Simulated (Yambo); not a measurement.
BaSnO₃ (cubic perovskite, space group Pm-3m, No. 221); a = b = c = 4.143 Å, α = β = γ = 90.00°. With the G0W0 scissor the direct gap on the mesh is 2.01 eV.

Can the lowest exciton of this BSE run be trusted, and with what binding energy? (Yambo, PBEsol bands; 6×6×6 mesh, 16 valence and 2 conduction bands, static screening with 90 bands and a 3 Ry block, scissor 0.90 eV, Tamm-Dancoff.)

No. The lowest state covers only about 1 of the 216 k points, so the mesh doesn't resolve it: its energy and its distance from the direct gap are mesh artefacts. An extended exciton needs a far denser mesh. The scissor comes from a G0W0 run whose convergence isn't established. The cell is held in this high symmetry; tilts and polar distortions were not searched.

The standard potential for Sn keeps a d shell in the valence without the s and p states of that shell. In tests on such compounds this moved G0W0 gaps by up to about 0.9 eV, so absolute quasiparticle energies here are unreliable; differences between settings are what counts.

Spin-orbit coupling is included.

Geometry of the Materials Project entry, not relaxed at this level.
